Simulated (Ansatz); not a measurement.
**SiO2: field gradients at two levels of theory**

Cell: an entry of the Crystallography Open Database (COD) whose atoms were relaxed with PBE, the cell held.

Space group P4_12_12 (No. 92); a = 4.9717, c = 6.9223 Å.

| site | Wyckoff | site symmetry | x | y | z |
| --- | --- | --- | --- | --- | --- |
| Si | 4a | ..2 | 0.3054 | 0.3054 | 0.0000 |
| O | 8b | 1 | 0.2367 | 0.1168 | 0.1854 |

One atom of each set is listed.

First run. All values are calculated (Ansatz; DFT, PBE, plane waves and PAW, scalar-relativistic, 420 eV cutoff, Γ-centred 5×5×4 k-points, Fermi–Dirac smearing 0.02 eV), not measured.

| site | V_zz (10²¹ V/m²) | η |
| --- | --- | --- |
| Si | -0.38 | 0.81 |
| O | 9.44 | 0.20 |

Second run. The same atoms and settings, except that the functional is r2SCAN and the cutoff is 500 eV.

Question: Given the first result, estimate the second.

Answer: 

```csv
site,V_zz,η,change of V_zz
Si,-0.38,0.75,0.00
O,9.31,0.20,-0.13
```

The largest change of V_zz is on O, from 9.44 to 9.31. In per cent, |V_zz| changes by -1 on O (all sites that start above 0.5).

For the second run: The largest force is 0.3 eV/Å, so the atoms aren't at the calculated equilibrium and relaxing them would move these values.
